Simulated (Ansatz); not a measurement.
AlBRu3 (cubic perovskite, Pm-3m) is relaxed with r²SCAN (plane waves, PAW; program Ansatz). What lattice parameters of the conventional cell result?

a = 4.027 Å.

Is it a metal or does it have a gap at this level?

No gap at this level.

The start of the workflow was typed in or built on a structure type; neither database checked (COD, Materials Project) lists it. Its standing as an ambient phase is unchecked. Symmetry was held in the r²SCAN relaxation; whether a distortion lowers the energy is not shown. The run is not spin-polarised. The volume moved by -15 % from the start of the relaxation. Scalar-relativistic: spin–orbit coupling is off unless named, which matters more the heavier the elements.

Potentials: the earlier of the program's two PAW sets.
